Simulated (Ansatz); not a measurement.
The relaxed structure here is a generated cell of PbI2: the first start was made by placing the elements on the sites of a structure type, and the end was not matched to a known phase here, so it may be hypothetical. Known forms of PbI2 include space group No. 164.

A structure of PbI2 relaxed with PBEsol (plane waves to 420 eV, PAW, scalar-relativistic; Ansatz, an electronic-structure program); single points at other levels follow on the same geometry (Ansatz, PAW; HSE06 at 420 eV on a 4×4×6 k-mesh; no spin-orbit coupling). Space group Pnnm (No. 58).

```
CELL_PARAMETERS angstrom
      7.25869     0.00000     0.00000
      0.00000     7.65156     0.00000
      0.00000     0.00000     4.66109
ATOMIC_POSITIONS crystal
  Pb 0.50000 0.50000 0.50000
  Pb 0.00000 0.00000 0.00000
  I  0.74417 0.84956 0.50000
  I  0.24417 0.65044 0.00000
  I  0.75583 0.34956 0.00000
  I  0.25583 0.15044 0.50000
```

```csv
level,gap (eV),kind,conduction minimum
PBEsol,1.98,indirect,Γ
HSE06,___,–,___
```

Task: Fill in the missing entries.

Result: 
- HSE06, gap (eV): 2.67
- HSE06, conduction minimum: T

HSE06 gaps come from a coarse mesh plus a few chosen points, so they may be too large. No spin polarisation in the result.

The run could not lose the symmetry of its start; a randomly shaken copy of 12 atoms returns to this structure.
